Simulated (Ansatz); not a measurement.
# TiO$_{2}$: energy along a strain

TiO$_{2}$, I4_1/amd, a = 3.797 Å, c = 9.661 Å. The compound has several low-lying forms, and this is one of them. Ansatz: r2SCAN+U, PAW, 500 eV, Γ-centred 8×8×8 mesh on 6 atoms, Gaussian smearing 0.05 eV; U_eff Ti 4.00 eV; no spin polarisation. Cell vectors (Å): -1.898 1.898 4.831; 1.898 -1.898 4.831; 1.898 1.898 -4.831. The cell is strained by x per cent times the pattern (0 0 1 0 0 0) in the order xx yy zz yz xz xy (engineering shears), with fractional coordinates held. y is the free energy over the start, V0 = 11.605 Å³/atom. Points with a strain past 8.5 % were computed too (4) and aren't used here.

```tsv
x (%)	y (meV/atom)
-7.50	112.78
-3.75	24.35
0.00	0.00
3.75	?
7.50	64.15
```

Question: Fit y = c2 x² + c3 x³ to the other rows, get the stiffness along the pattern, and predict the missing energy.

Answer: Least squares on the rows shown. y = 1.5710 x² − 0.057521 x³. The clamped-ion stiffness p·C·p = 2 × 15.71 eV × 160.2 / 11.605 Å³ = 434 GPa, which is C33 in these axes. At x = 3.75 the fit asked for gives 19.06 meV/atom. The run gave 18.34 meV/atom, so the fit is 0.72 meV/atom too high, within twice the rms miss on the fitted rows (0.46 meV/atom).

Cost: 9 runs of about 3.3 core-minutes in all, on Intel Xeon Platinum 8488C (Sapphire Rapids) (shared hosts).